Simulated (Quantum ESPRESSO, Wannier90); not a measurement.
# Sn2SeS (Pmc2₁): Wannier90 run

Materials Project entry mp-1218960; symmetrised, unrelaxed at this level. Not found in the COD (Crystallography Open Database) copy used; not checked further. Computed values, not measurements, from PBEsol: Quantum ESPRESSO (norm-conserving PseudoDojo potentials, cutoff 69 Ry, no spin polarisation, no spin-orbit coupling) on a Γ-centred 4×4×4 mesh, then Wannier90. Density: 8×8×4 mesh, Gaussian smearing 0.01 Ry. The cell is built of weakly bound layers, chains or molecules, whose nearest atoms lie 3.45 Å apart. Database cells relaxed without dispersion often hold them too far apart, which can enlarge gaps and weakens couplings between them; spacing and stacking were not compared with the measured crystal. Spin-orbit coupling is left out although heavy elements are present.

On the energy scale of pw.x, whose zero is arbitrary, the valence-band maximum lies at 8.05 eV.

Input w.win:

```
num_bands = 48
num_wann = 32
exclude_bands = 1-30
num_iter = 1000
conv_tol = 1.0e-6
conv_window = 4
dis_num_iter = 1000
dis_conv_tol = 1.0e-6
dis_froz_max = 10.21
write_hr = true
write_u_matrices = true
begin projections
f=0.00806,0.11138,-0.38031: s;p
f=-0.00147,-0.10453,0.11313: s;p
f=0.51238,0.35875,0.37702: s;p
f=0.49668,-0.35121,-0.11998: s;p
f=0.00015,-0.24267,0.35710: s;p
f=0.00709,0.24812,-0.14429: s;p
f=0.49015,-0.25388,-0.34982: s;p
f=0.50717,0.26424,0.15271: s;p
end projections
begin unit_cell_cart
ang
    4.0385000000    0.0000000000    0.0000000000
    0.0000000000    4.6517600000    0.0000000000
    0.0000000000    0.0000000000   11.4896300000
end unit_cell_cart
begin atoms_frac
Sn   0.0000000000  0.1053900000 -0.3825600000
Sn   0.0000000000 -0.1053900000  0.1174400000
Sn   0.5000000000  0.3585700000  0.3770700000
Sn   0.5000000000 -0.3585700000 -0.1229300000
Se   0.0000000000 -0.2432100000  0.3527500000
Se   0.0000000000  0.2432100000 -0.1472500000
S    0.5000000000 -0.2554700000 -0.3472600000
S    0.5000000000  0.2554700000  0.1527400000
end atoms_frac
mp_grid = 4 4 4
begin kpoints
0.0000000000 0.0000000000 0.0000000000
0.0000000000 0.0000000000 0.2500000000
0.0000000000 0.0000000000 0.5000000000
... (61 more lines: the 4x4x4 mesh through Gamma)
end kpoints
```

Input of pw2wannier90.x that gives the overlap and projection files (equivalent; here they were cut from one run over all bands):

```
&inputpp
  outdir = './out'
  prefix = 'pwscf'
  seedname = 'w'
  write_amn = .true.
  write_mmn = .true.
/
```

Output w.wout (banner and timings cut):

```
                                    ------
                                    SYSTEM
                                    ------

                              Lattice Vectors (Ang)
                    a_1     4.038500   0.000000   0.000000
                    a_2     0.000000   4.651760   0.000000
                    a_3     0.000000   0.000000  11.489630

                   Unit Cell Volume:     215.84571  (Ang^3)

                        Reciprocal-Space Vectors (Ang^-1)
                    b_1     1.555822   0.000000   0.000000
                    b_2     0.000000   1.350711   0.000000
                    b_3     0.000000   0.000000   0.546857

 *----------------------------------------------------------------------------*
 |   Site       Fractional Coordinate          Cartesian Coordinate (Ang)     |
 +----------------------------------------------------------------------------+
 | sn   1   0.00000   0.10539  -0.38256   |    0.00000   0.49025  -4.39547    |
 | sn   2   0.00000  -0.10539   0.11744   |    0.00000  -0.49025   1.34934    |
 | sn   3   0.50000   0.35857   0.37707   |    2.01925   1.66798   4.33239    |
 | sn   4   0.50000  -0.35857  -0.12293   |    2.01925  -1.66798  -1.41242    |
 | se   1   0.00000  -0.24321   0.35275   |    0.00000  -1.13135   4.05297    |
 | se   2   0.00000   0.24321  -0.14725   |    0.00000   1.13135  -1.69185    |
 | s    1   0.50000  -0.25547  -0.34726   |    2.01925  -1.18839  -3.98989    |
 | s    2   0.50000   0.25547   0.15274   |    2.01925   1.18839   1.75493    |
 *----------------------------------------------------------------------------*
                                ------------
                                K-POINT GRID
                                ------------

             Grid size =  4 x  4 x  4      Total points =   64

 *---------------------------------- MAIN ------------------------------------*
 |  Number of Wannier Functions               :                32             |
 |  Number of Objective Wannier Functions     :                32             |
 |  Number of input Bloch states              :                48             |
 |  Output verbosity (1=low, 5=high)          :                 1             |
 |  Timing Level (1=low, 5=high)              :                 1             |
 |  Optimisation (0=memory, 3=speed)          :                 3             |
 |  Length Unit                               :               Ang             |
 |  Post-processing setup (write *.nnkp)      :                 F             |
 |  Using Gamma-only branch of algorithms     :                 F             |
 *----------------------------------------------------------------------------*
 *------------------------------- WANNIERISE ---------------------------------*
 |  Total number of iterations                :              1000             |
 |  Number of CG steps before reset           :                 5             |
 |  Trial step length for line search         :             2.000             |
 |  Convergence tolerence                     :         0.100E-05             |
 |  Convergence window                        :                 4             |
 |  Iterations between writing output         :                 1             |
 |  Iterations between backing up to disk     :               100             |
 |  Write r^2_nm to file                      :                 F             |
 |  Write xyz WF centres to file              :                 F             |
 |  Write on-site energies <0n|H|0n> to file  :                 F             |
 |  Use guiding centre to control phases      :                 F             |
 |  Use phases for initial projections        :                 F             |
 *----------------------------------------------------------------------------*
 *------------------------------- DISENTANGLE --------------------------------*
 |  Using band disentanglement                :                 T             |
 |  Total number of iterations                :              1000             |
 |  Mixing ratio                              :             0.500             |
 |  Convergence tolerence                     :         1.000E-06             |
 |  Convergence window                        :                 3             |
 *----------------------------------------------------------------------------*
 *-------------------------------- PLOTTING ----------------------------------*
 |  Plotting Hamiltonian in WF basis          :                 T             |
 *----------------------------------------------------------------------------*

       ... (k-mesh section left out)

 Starting a new Wannier90 calculation ...

 Reading overlaps from w.mmn

 Reading projections from w.amn

 *------------------------------- DISENTANGLE --------------------------------*
 +----------------------------------------------------------------------------+
 |                              Energy  Windows                               |
 |                              ---------------                               |
 |                   Outer:   -5.63052  to   20.25197  (eV)                   |
 |                   Inner:   -5.63052  to   10.21000  (eV)                   |
 +----------------------------------------------------------------------------+
   Number of target bands to extract:   32

                   Unitarised projection of Wannier functions
                   ------------------------------------------
   A_mn = <psi_m|g_n> --> S = A.A^+ --> U = S^-1/2.A
   In dis_project... done
   Using an inner window (linner = T)
   In dis_proj_froz... done

                   Extraction of optimally-connected subspace
                   ------------------------------------------
 +---------------------------------------------------------------------+<-- DIS
 |  Iter     Omega_I(i-1)      Omega_I(i)      Delta (frac.)           |<-- DIS
 +---------------------------------------------------------------------+<-- DIS
       1      55.17485438      50.38655176       9.503E-02    <-- DIS
       2      51.11243119      48.99030052       4.332E-02    <-- DIS
       3      49.73327380      48.14553497       3.298E-02    <-- DIS
       4      48.67710970      47.53769640       2.397E-02    <-- DIS
       5      47.89552860      47.08456091       1.722E-02    <-- DIS
       6      47.31811773      46.73959062       1.238E-02    <-- DIS
       ... (lines left out)
     101      45.20285989      45.20296958      -2.427E-06    <-- DIS
       ... (lines left out)
     128      45.20243138      45.20247600      -9.871E-07    <-- DIS
     129      45.20242579      45.20246890      -9.537E-07    <-- DIS
     130      45.20242055      45.20246220      -9.213E-07    <-- DIS

             <<<      Delta < 1.000E-06  over  3 iterations     >>>
             <<< Disentanglement convergence criteria satisfied >>>

        Final Omega_I    45.20246220 (Ang^2)

 +----------------------------------------------------------------------------+

 Writing checkpoint file w.chk... done

 *------------------------------- WANNIERISE ---------------------------------*
 +--------------------------------------------------------------------+<-- CONV
 | Iter  Delta Spread     RMS Gradient      Spread (Ang^2)            |<-- CONV
 +--------------------------------------------------------------------+<-- CONV

 ------------------------------------------------------------------------------
 Initial State
  WF centre and spread    1  (  0.033140,  0.502094, -4.359412 )     1.87911152
  WF centre and spread    2  (  0.000414,  0.444459, -4.514111 )     2.99152142
  WF centre and spread    3  ( -0.033223,  0.609557, -4.373723 )     2.86643501
  WF centre and spread    4  (  0.001312,  0.503598, -4.400024 )     2.87074498
  WF centre and spread    5  ( -0.007312, -0.475422,  1.312501 )     1.86396217
  WF centre and spread    6  ( -0.000183, -0.444759,  1.303137 )     2.99951820
  WF centre and spread    7  (  0.006409, -0.611082,  1.369179 )     2.84437186
  WF centre and spread    8  ( -0.000733, -0.533766,  1.343808 )     2.85878686
  WF centre and spread    9  (  2.065913,  1.679353,  4.313912 )     1.86934759
  WF centre and spread   10  (  2.019886,  1.710605,  4.472347 )     2.98901663
  WF centre and spread   11  (  1.969166,  1.552940,  4.306685 )     2.90998107
  WF centre and spread   12  (  2.019446,  1.559350,  4.342721 )     2.88212461
  WF centre and spread   13  (  2.005566, -1.648570, -1.395787 )     1.86683052
  WF centre and spread   14  (  2.019189, -1.710824, -1.304282 )     2.98276690
  WF centre and spread   15  (  2.033434, -1.553104, -1.438684 )     2.92082852
  WF centre and spread   16  (  2.018620, -1.592832, -1.402340 )     2.88882301
  WF centre and spread   17  (  0.000285, -1.134973,  4.095388 )     1.06325206
  WF centre and spread   18  (  0.000106, -1.176916,  4.090961 )     1.89418994
  WF centre and spread   19  (  0.000158, -1.072047,  4.021526 )     1.78029073
  WF centre and spread   20  (  0.000658, -1.097864,  4.027635 )     1.78741501
  WF centre and spread   21  (  0.025927,  1.157423, -1.664067 )     1.06404634
  WF centre and spread   22  (  0.000549,  1.177502, -1.640173 )     1.90838917
  WF centre and spread   23  ( -0.024820,  1.073290, -1.723255 )     1.77299925
  WF centre and spread   24  (  0.001164,  1.077223, -1.717496 )     1.78223336
  WF centre and spread   25  (  1.982680, -1.176886, -4.012881 )     0.98873235
  WF centre and spread   26  (  2.018110, -1.153731, -4.050283 )     1.62846615
  WF centre and spread   27  (  2.052136, -1.248810, -3.955547 )     1.47581227
  WF centre and spread   28  (  2.017253, -1.222260, -3.965488 )     1.55322147
  WF centre and spread   29  (  2.045807,  1.220967,  1.759494 )     0.99011681
  WF centre and spread   30  (  2.019856,  1.154798,  1.671698 )     1.61898254
  WF centre and spread   31  (  1.995010,  1.251778,  1.790781 )     1.48681350
  WF centre and spread   32  (  2.020690,  1.181506,  1.780411 )     1.56129546
  Sum of centres and spreads ( 32.306616,  0.002598,  0.084631 )    66.84042729

      0     0.668E+02     0.0000000000       66.8404272914  <-- CONV
        O_D=      0.0653824 O_OD=     21.5725827 O_TOT=     66.8404273 <-- SPRD
 ------------------------------------------------------------------------------
      1    -0.233E+00     0.8643570306       66.6073095789  <-- CONV
        O_D=      0.0670173 O_OD=     21.3378300 O_TOT=     66.6073096 <-- SPRD
      2    -0.334E+00     1.1644473053       66.2731797846  <-- CONV
        O_D=      0.0725471 O_OD=     20.9981705 O_TOT=     66.2731798 <-- SPRD
      3    -0.211E+00     1.0478525809       66.0618806252  <-- CONV
        O_D=      0.0676467 O_OD=     20.7917717 O_TOT=     66.0618806 <-- SPRD
      4    -0.114E+00     0.7891790601       65.9474030950  <-- CONV
        O_D=      0.0672025 O_OD=     20.6777384 O_TOT=     65.9474031 <-- SPRD
      5    -0.652E-01     0.5967984782       65.8821777517  <-- CONV
        O_D=      0.0634660 O_OD=     20.6162496 O_TOT=     65.8821778 <-- SPRD
       ... (lines left out)
    100    -0.196E-01     0.3012641198       55.8795248671  <-- CONV
        O_D=      0.0442296 O_OD=     10.6328330 O_TOT=     55.8795249 <-- SPRD
       ... (lines left out)
    200    -0.615E-02     0.1645772279       54.8962406991  <-- CONV
        O_D=      0.0426602 O_OD=      9.6511183 O_TOT=     54.8962407 <-- SPRD
       ... (lines left out)
    300    -0.273E-02     0.1169871948       54.3107411042  <-- CONV
        O_D=      0.0405590 O_OD=      9.0677199 O_TOT=     54.3107411 <-- SPRD
       ... (lines left out)
    400    -0.340E-03     0.0397604808       54.2003952029  <-- CONV
        O_D=      0.0401037 O_OD=      8.9578293 O_TOT=     54.2003952 <-- SPRD
       ... (lines left out)
    500    -0.555E-04     0.0155530103       54.1837595917  <-- CONV
        O_D=      0.0400055 O_OD=      8.9412919 O_TOT=     54.1837596 <-- SPRD
       ... (lines left out)
    600    -0.124E-04     0.0078200384       54.1806508489  <-- CONV
        O_D=      0.0399721 O_OD=      8.9382165 O_TOT=     54.1806508 <-- SPRD
       ... (lines left out)
    700    -0.261E-05     0.0034858439       54.1800054002  <-- CONV
        O_D=      0.0399642 O_OD=      8.9375790 O_TOT=     54.1800054 <-- SPRD
       ... (lines left out)
    773    -0.821E-06     0.0019151571       54.1798841397  <-- CONV
        O_D=      0.0399620 O_OD=      8.9374599 O_TOT=     54.1798841 <-- SPRD
    774    -0.923E-06     0.0018701844       54.1798832165  <-- CONV
        O_D=      0.0399622 O_OD=      8.9374589 O_TOT=     54.1798832 <-- SPRD
    775    -0.908E-06     0.0030020180       54.1798823081  <-- CONV
        O_D=      0.0399620 O_OD=      8.9374581 O_TOT=     54.1798823 <-- SPRD
             <<<     Delta < 1.000E-06  over  4 iterations     >>>
             <<< Wannierisation convergence criteria satisfied >>>
 Final State
  WF centre and spread    1  (  0.613954,  0.926923, -4.333057 )     2.07403950
  WF centre and spread    2  ( -0.000174,  0.188835, -5.064303 )     2.08736021
  WF centre and spread    3  ( -0.612750,  0.928416, -4.333451 )     2.07416577
  WF centre and spread    4  ( -0.000696,  0.024812, -3.922073 )     2.11631646
  WF centre and spread    5  (  0.000576, -0.025965,  1.823377 )     2.11676581
  WF centre and spread    6  ( -0.000074, -0.187538,  0.681183 )     2.08741641
  WF centre and spread    7  (  0.612814, -0.928243,  1.410130 )     2.07444482
  WF centre and spread    8  ( -0.613543, -0.927325,  1.410732 )     2.07424831
  WF centre and spread    9  (  2.019007,  2.123364,  3.899296 )     2.14762319
  WF centre and spread   10  (  2.019268,  1.930400,  5.031391 )     2.07797511
  WF centre and spread   11  (  1.420694,  1.223739,  4.258055 )     2.12387895
  WF centre and spread   12  (  2.618447,  1.224378,  4.257865 )     2.12381770
  WF centre and spread   13  (  2.019212, -2.123276, -1.845925 )     2.14746707
  WF centre and spread   14  (  2.019573, -1.930841, -0.713490 )     2.07757593
  WF centre and spread   15  (  2.618042, -1.223954, -1.487089 )     2.12380485
  WF centre and spread   16  (  1.420236, -1.224085, -1.486728 )     2.12374821
  WF centre and spread   17  (  0.003795, -1.541748,  3.738270 )     1.40797523
  WF centre and spread   18  (  0.000190, -1.304890,  4.592358 )     1.40442408
  WF centre and spread   19  ( -0.455126, -0.819365,  3.951955 )     1.35449086
  WF centre and spread   20  (  0.450895, -0.812434,  3.953814 )     1.35426132
  WF centre and spread   21  (  0.002668,  1.541460, -2.006882 )     1.40795308
  WF centre and spread   22  ( -0.000078,  1.305365, -1.152641 )     1.40439377
  WF centre and spread   23  ( -0.454332,  0.818052, -1.792418 )     1.35433933
  WF centre and spread   24  (  0.451700,  0.813577, -1.790779 )     1.35433332
  WF centre and spread   25  (  2.016622, -0.794122, -3.717301 )     1.24913342
  WF centre and spread   26  (  2.019775, -1.049679, -4.511747 )     1.20328987
  WF centre and spread   27  (  2.459134, -1.481726, -3.878342 )     1.14522105
  WF centre and spread   28  (  1.581284, -1.485519, -3.880574 )     1.14585845
  WF centre and spread   29  (  2.458311,  1.483196,  1.866371 )     1.14558293
  WF centre and spread   30  (  2.019171,  1.051522,  1.232613 )     1.20340251
  WF centre and spread   31  (  1.580353,  1.483343,  1.866519 )     1.14552208
  WF centre and spread   32  (  2.019268,  0.793174,  2.026151 )     1.24905273
  Sum of centres and spreads ( 32.308214, -0.000153,  0.083283 )    54.17988231

         Spreads (Ang^2)       Omega I      =    45.202462200
        ================       Omega D      =     0.039961983
                               Omega OD     =     8.937458126
    Final Spread (Ang^2)       Omega Total  =    54.179882308
```
